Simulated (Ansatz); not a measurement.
PbS:
Space group Fm-3m (No. 225); a = 6.0086 Å, b = 6.0086 Å, c = 6.0086 Å, α = 90.00°, β = 90.00°, γ = 90.00°

```csv
atom,site,symmetry,x,y,z
Pb,4a,m-3m,0.0000,0.0000,0.0000
S,4b,m-3m,0.5000,0.5000,0.5000
```
(The calculation used a cell of 2 atoms; values per cell refer to that cell.)

Relaxed with PBE.

### Question
Decompose the optical modes at the zone centre into irreducible representations, and say which are infrared and Raman allowed.

### Answer
Point group m-3m: Γ_opt = T1u. Infrared: T1u. Raman: none.

### Question
Assign frequencies (DFPT, PBE in the plane-wave PAW code Ansatz; without the LO–TO term).

### Answer
T1u 37 cm⁻¹.

Symmetry was held in the PBE relaxation; of distortions, only those at the zone centre were tested. Scalar-relativistic: spin–orbit coupling is off unless named, which matters more the heavier the elements.

Potentials: the later of the program's two PAW sets.
